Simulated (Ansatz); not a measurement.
Data:

Al$_{2}$W:
```cif
data_Al4W2
_chemical_formula_sum 'Al4 W2'
_space_group_name_H-M_alt 'P 1'
_space_group_IT_number 1
_cell_length_a 6.08123
_cell_length_b 5.08725
_cell_length_c 4.82152
_cell_angle_alpha 75.665
_cell_angle_beta 54.145
_cell_angle_gamma 50.190
loop_
_space_group_symop_operation_xyz
  'x, y, z'
loop_
_atom_site_label
_atom_site_type_symbol
_atom_site_fract_x
_atom_site_fract_y
_atom_site_fract_z
_atom_site_occupancy
Al1 Al 0.08324 0.41676 0.08324 1
Al2 Al 0.41676 0.08324 0.41676 1
Al3 Al 0.16676 0.83324 0.16676 1
Al4 Al 0.83324 0.16676 0.83324 1
W1 W 0.75000 0.75000 0.75000 1
W2 W 0.50000 0.50000 0.50000 1
```

This is the r²SCAN-relaxed structure.

Q: All from r²SCAN in the plane-wave PAW code Ansatz, unless another level is named. Give the formation energy from the elements (no fitted shifts).

A: -7.0 kJ/mol-atom.

Q: Give the density of states at the Fermi level.

A: 0.40 states/eV per atom (mean over ±0.08 eV).

Space group Fddd. The start of the workflow was typed in or built on a structure type; neither database checked (COD, Materials Project) lists it. Its standing as an ambient phase is unchecked. The r²SCAN relaxation kept the symmetry of its start; its stability against distortions is not shown here. No spin polarisation was allowed. The references are the lowest solids computed at this level, not always the standard phases. Spin–orbit coupling is left out wherever it is not named.

Potentials: the later of the program's two PAW sets.
